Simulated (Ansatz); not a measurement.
The start is a relaxed TiFe cell, doubled along one cell vector, shaken by Gaussian noise of σ = 0.08 Å a coordinate. The structure is fully relaxed (lattice and positions, P = 0) with PBEsol (plane waves to 420 eV, PAW, scalar-relativistic; Ansatz, a quantum-chemistry and plane-wave program). The first steps use a coarse 6×11×11 k-mesh.

Input geometry:
```
TiFe
1.0
    5.83256     0.00000     0.00000
    0.00000     2.91628     0.00000
    0.00000     0.00000     2.91628
Fe Ti
2 2
Direct
  0.00948   0.01659   0.99920
  0.50914   0.03949   0.03683
  0.26925   0.46900   0.48836
  0.76555   0.47110   0.51210
```

Q: What is the largest force in the starting geometry, and on which atom (counted from 1)?

A: 1.59 eV/Å, on Fe2 (atoms numbered as listed).

Q: How much energy is released per atom?

A: 0.06 eV/atom.

Q: Is the parent structure recovered?

A: The parent structure is recovered, Pm-3m (No. 221).

Q: How do the shortest distances between atoms change?

A: The closest pairs of elements (up to four, under 3.6 Å), start → end: Fe–Ti 2.29 → 2.53 Å; Ti–Ti 2.90 → 2.92 Å; Fe–Fe 2.92 → 2.92 Å.

Q: Is the relaxed structure metallic? Give its gap.

A: No gap (metallic).

Final structure:

Space group Pm-3m (No. 221); a = b = c = 2.916 Å, α = β = γ = 90.00°

| atom | site | symmetry | x | y | z |
|---|---|---|---|---|---|
| Fe | 1b | m-3m | 0.5000 | 0.5000 | 0.5000 |
| Ti | 1a | m-3m | 0.0000 | 0.0000 | 0.0000 |

Final values are on a 16×16×16 k-mesh of the relaxed cell. No spin polarisation in the result. A magnetic state may lie lower.
